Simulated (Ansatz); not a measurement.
Consider the following.

IrW:
```cif
data_IrW
_chemical_formula_sum 'Ir1 W1'
_space_group_name_H-M_alt 'P4/mmm'
_space_group_IT_number 123
_space_group_name_Hall '-P 4 2'
_cell_length_a 2.74779
_cell_length_b 2.74779
_cell_length_c 3.89790
_cell_angle_alpha 90.000
_cell_angle_beta 90.000
_cell_angle_gamma 90.000
loop_
_atom_site_label
_atom_site_type_symbol
_atom_site_symmetry_multiplicity
_atom_site_Wyckoff_symbol
_atom_site_fract_x
_atom_site_fract_y
_atom_site_fract_z
_atom_site_occupancy
Ir1 Ir 1 a 0.00000 0.00000 0.00000 1
W1 W 1 d 0.50000 0.50000 0.50000 1
```

This is the PBEsol-relaxed structure.

### Question
All from PBEsol (plane waves, PAW; program Ansatz), unless another level is named. Give the formation energy from the elements (no fitted shifts).

### Answer
-0.30 eV/atom.

### Question
Give the density of states at the Fermi level.

### Answer
0.43 states/eV per atom (mean over ±0.08 eV).

The start of the workflow was typed in or built on a structure type; neither database checked (COD, Materials Project) lists it. COD files the formula under space group No. 51. Its standing as an ambient phase is unchecked. The PBEsol relaxation kept the symmetry of its start; whether a distortion lowers the energy is not shown. The run is not spin-polarised. The references are the lowest solids computed at this level, not always the standard phases. Spin–orbit coupling is left out wherever it is not named.

Potentials: the earlier of the program's two PAW sets. The files were generated under PBE; for other functionals the program regenerates the frozen cores, and for LDA and PBEsol the local potential too.
